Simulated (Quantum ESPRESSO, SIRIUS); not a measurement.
This is a calculation of BiTe for Quantum ESPRESSO 7.5. Atoms were shifted at random by some hundredths of an Å from the given cell, which wasn't relaxed again for these runs. The cell comes from a database or a generator and needn't be the stable form of this composition.

Contents of pw.in:

```
&CONTROL
  calculation = 'scf'
  prefix = 'pwscf'
  outdir = './tmp'
  pseudo_dir = './pseudo'
  tprnfor = .true.
  tstress = .true.
  disk_io = 'nowf'
/
&SYSTEM
  ibrav = 0
  nat = 2
  ntyp = 2
  ecutwfc = 80
  nbnd = 23
  occupations = 'smearing'
  smearing = 'fd'
  degauss = 0.00367493
/
&ELECTRONS
  conv_thr = 4d-10
  electron_maxstep = 120
  mixing_beta = 0.5
/
ATOMIC_SPECIES
Bi   208.9804 Bi.upf
Te   127.6000 Te.upf
CELL_PARAMETERS angstrom
   2.4227077728    1.3987509848    3.3172919545
  -2.4227077728    1.3987509848    3.3172919545
   0.0000000000   -2.7975019696    3.3172919545
ATOMIC_POSITIONS crystal
Bi     0.5044880000    0.4998580000    0.4976060000
Te    -0.0054950000    0.0073700000    0.0047280000
K_POINTS automatic
7 7 7 0 0 0
```

Potentials or basis: PseudoDojo 0.4.1 SR PBEsol standard.

Launch:

```bash
$ OMP_NUM_THREADS=1 mpirun -n 2 pw.x -nk 2 -in pw.in > pw.out
```

Task: Translate it to SIRIUS 7.10.0. Potentials or basis there: PseudoDojo 0.4.1 PBEsol standard (scalar relativistic), cutoff 1102 eV.

Result: As run (cutoffs and basis follow the program's own potentials, and thresholds, step limits or extra output files can differ):

File sirius.json:

```json
{
  "control": {
    "processing_unit": "cpu",
    "verbosity": 2,
    "num_bands_to_print": 24,
    "print_forces": true,
    "print_stress": true
  },
  "parameters": {
    "electronic_structure_method": "pseudopotential",
    "xc_functionals": ["XC_GGA_X_PBE_SOL", "XC_GGA_C_PBE_SOL"],
    "gk_cutoff": 9.0,
    "pw_cutoff": 18.0,
    "ngridk": [7, 7, 7],
    "shiftk": [0, 0, 0],
    "smearing": "fermi_dirac",
    "smearing_width": 0.0018374661,
    "num_bands": 24,
    "num_mag_dims": 0,
    "num_dft_iter": 100,
    "energy_tol": 1e-08,
    "density_tol": 1e-06
  },
  "iterative_solver": {
    "type": "davidson",
    "min_tolerance": 1e-09,
    "tolerance_scale": [0.1, 0.25]
  },
  "mixer": {
    "type": "anderson",
    "beta": 0.7,
    "max_history": 8
  },
  "settings": {
    "tol_ne": 1e-10,
    "pseudo_grid_cutoff": 6.5
  },
  "unit_cell": {
    "lattice_vectors": [
      [4.578254170594, 2.643256277823, 6.26877326943],
      [-4.578254170594, 2.643256277823, 6.26877326943],
      [0.0, -5.286512555645, 6.26877326943]
    ],
    "atom_coordinate_units": "lattice",
    "atom_types": ["Bi", "Te"],
    "atom_files": {
      "Bi": "Bi.json",
      "Te": "Te.json"
    },
    "atoms": {
      "Bi": [
        [0.504488, 0.499858, 0.497606]
      ],
      "Te": [
        [-0.005495, 0.00737, 0.004728]
      ]
    }
  }
}
```

Potentials or basis: PseudoDojo 0.4.1 PBEsol standard (scalar relativistic).

Launch:

```bash
$ upf_to_json Bi.upf
$ upf_to_json Te.upf
$ OMP_NUM_THREADS=1 sirius.scf --input=sirius.json --output=out.json --task=0
```

Both were run:

|  | Quantum ESPRESSO | SIRIUS |
| --- | --- | --- |
| Pressure | -2.2 GPa | -2.2 GPa |
| Largest force | 0.087 eV/Å | 0.087 eV/Å |

Pressure is positive in compression.
